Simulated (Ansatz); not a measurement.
This guess for Zr3C2 is about to be relaxed.

Space group Cmmm (No. 65). a = 4.548 Å, b = 5.745 Å, c = 4.909 Å, α = 90.00°, β = 90.00°, γ = 90.00°
```json
{"atom": "Zr", "site": "4h", "symmetry": "2mm", "x": "0.7467", "y": "0.0000", "z": "0.5000"}
{"atom": "Zr", "site": "2b", "symmetry": "mmm", "x": "0.5000", "y": "0.0000", "z": "0.0000"}
{"atom": "C", "site": "4f", "symmetry": "..2/m", "x": "0.2500", "y": "0.2500", "z": "0.5000"}
```

Method: DFT PBE, scalar-relativistic, plane waves, PAW in Ansatz 0.2.0. Cutoff 420 eV, Gaussian smearing, Γ-centred meshes. Cell and atoms relax first on a coarse mesh and then on a finer one. In between, the cell is made exact in the group found at 0.06 Å. In metals the finer mesh still leaves noise of several meV/atom or more. The steps can't lower the symmetry of their start. No spin polarisation in the relaxation; trial moments died out in a coarse test.

A guess keeps its type if space group and coordination stay and the shape of the cell changes little (axis ratios within about 15 %, angles within 6°); the volume may change.

Task: Will the relaxed cell still be of the starting type?

Result: It doesn't keep its type. The symmetry stays Cmmm (No. 65). The volume per atom grows by 53.1 %, from 12.8 to 19.6 Å³. The shortest distance goes from 1.44 Å (Zr–C) to 2.05 Å (Zr–C). Counting neighbours within 15 % of an atom's shortest distance, the start has C 2, Zr 2/12 and the end C 2, Zr 2/10. In detail, at the end Zr on a site of symmetry m2m is surrounded by 2 C at 2.05 Å, 1 Zr at 2.61 Å and 2 Zr at 2.95 Å; around Zr on a site of symmetry mmm lie 2 Zr at 2.95 Å and 8 C at 3.32 Å; C has 2 Zr at 2.05 Å, 2 C at 2.95 Å and 4 Zr at 3.32 Å.

```xyz
5
Lattice="3.4185 -4.8739 0.0000 3.4185 4.8739 0.0000 0.0000 0.0000 2.9463" Properties=species:S:1:pos:R:3 pbc="T T T"
Zr    3.4185    3.5708    1.4732
Zr    3.4185   -3.5708    1.4732
Zr    3.4185    0.0000    0.0000
C     1.7093   -2.4369    1.4732
C     1.7093    2.4369    1.4732
```

The last run used an 8×8×12 mesh (in the run's order of axes) for its 5-atom cell and Gaussian smearing of 0.10 eV. Symmetry constrained the relaxation, so the result can be a saddle point.

In counts of neighbours, a slash parts the counts of unlike sites.
